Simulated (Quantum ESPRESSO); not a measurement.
# Ga2AlInP4: convergence and cost over cutoff and k mesh

A calculation, not a measurement. The program is pw.x of Quantum ESPRESSO 7.5 (plane-wave density functional theory). The cell is made up: 8 atoms on a zincblende/diamond lattice, with randomly drawn elements, strain and displacements, not relaxed. PseudoDojo standard norm-conserving files (v0.5 for PBE, v0.4.1 for LDA and PBEsol) set the functional; there is no spin polarisation, spin-orbit coupling or dispersion term, and the masses in the input are unused placeholders.

Input of the run in row 4:

```
&control calculation='scf', pseudo_dir='./dojo.nc.sr.pbe.v0_5.standard.upf', outdir='./o', disk_io='medium', tprnfor=.true., tstress=.true. /
&system ibrav=0, nat=8, ntyp=4, nbnd=37, ecutwfc=79.96652505, nosym=.true., tot_charge=0,
 occupations='smearing', smearing='fd', degauss=0.0018374661
/
&electrons conv_thr=7.350e-09, electron_maxstep=60, /
ATOMIC_SPECIES
Al 1.0 Al.upf
Ga 1.0 Ga.upf
In 1.0 In.upf
P 1.0 P.upf
CELL_PARAMETERS angstrom
5.7198 0.0145 0.001
0.0145 5.6304 -0.0697
0.001 -0.0697 5.5802
ATOMIC_POSITIONS angstrom
Ga 0.0838 0.0117 -0.0363
Al 0.0338 2.7978 2.7874
In 2.8587 0.0137 2.7832
Ga 2.8527 2.7876 0.011
P 1.4212 1.4137 1.3704
P 1.4467 4.1747 4.1562
P 4.293 1.3854 4.1696
P 4.3168 4.2283 1.3196
K_POINTS automatic
4 4 4 1 1 1
```

The same cell was run at these settings. Meshes are shifted by half a step, and differences are from the last row, which is itself not exact.

| cutoff (eV) | k mesh | k points solved | threshold (eV) | free energy less the last row's (eV) | pressure (GPa) | largest stress difference (GPa) | largest force difference (eV/Å) | iterations | wall time (s) | k-point pools | processor |
| --- | --- | --- | --- | --- | --- | --- | --- | --- | --- | --- | --- |
| 762 | 2 x 2 x 2 | 4 | 1e-04 | 3.853 | -27.00 | 27.12 | 0.039 | 7 | 24 | 1 | AMD EPYC, Zen 5 class |
| 1088 | 1 x 1 x 1 | 1 | 1e-07 | 8.029 | 4.71 | 5.08 | 0.188 | 11 | 35 | 1 | AMD EPYC, Zen 5 class |
| 584 | 4 x 4 x 4 | 32 | 1e-07 | 46.550 | -195.59 | 195.61 | 0.041 | 10 | 108 | 1 | AMD EPYC, Zen 5 class |
| 1088 | 4 x 4 x 4 | 32 | 1e-07 | 0.008 | -0.12 | 0.01 | 0.001 | 10 | 323 | 1 | AMD EPYC, Zen 5 class |
| 1377 | 6 x 6 x 6 | 108 | 1e-07 | 0.000 | -0.11 | 0.00 | 0.000 | 10 | 552 | 4 | Intel Xeon, older |

Each pool is one process. Wall times include start-up and a band step at six k points, which weighs most on the coarsest meshes. The runs were on shared virtual cores whose load varied, so times are rough.